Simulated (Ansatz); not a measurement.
NiS$_{2}$:
Space group P2₁/c (No. 14); a = 3.9404 Å, b = 5.2194 Å, c = 5.3136 Å, α = γ = 90.00°, β = 114.50°

```json
[
 {"atom": "Ni", "site": "2c", "symmetry": "-1", "x": "0.0000", "y": "0.0000", "z": "0.5000"},
 {"atom": "S", "site": "4e", "symmetry": "1", "x": "0.1574", "y": "0.8830", "z": "0.1706"}
]
```

Relaxed with r²SCAN+D4.

Tabulate the valence density and the electron localisation function along the shortest Ni–S contact (2.17 Å), r²SCAN+D4 (plane waves, PAW; program Ansatz).



```csv
distance from Ni (Å),density (e/Å³),ELF
0.22,38.56,0.62
0.33,22.41,0.51
0.43,11.23,0.39
0.54,5.20,0.27
0.65,2.43,0.19
0.76,1.24,0.15
0.87,0.78,0.17
0.98,0.67,0.30
1.09,0.71,0.57
1.20,0.83,0.80
1.30,0.99,0.89
1.41,1.16,0.91
1.52,1.29,0.89
1.63,1.28,0.82
1.74,1.11,0.62
1.85,0.78,0.30
1.96,0.39,0.06
```

The density is the valence pseudo-density with augmentation charge, so density and ELF within about 1 Å of a nucleus are not all-electron values.

Space group P2_1/c. The first step of the workflow began from a Materials Project structure, measured or hypothetical; the Crystallography Open Database copy checked does not list it. COD files the formula under space group No. 205, so this cell is another polymorph or a model. Whether it is the stable phase at ambient conditions was not checked. Symmetry was held in the r²SCAN+D4 relaxation; whether a distortion lowers the energy is not shown. The run is not spin-polarised.

Potentials: the later of the program's two PAW sets.
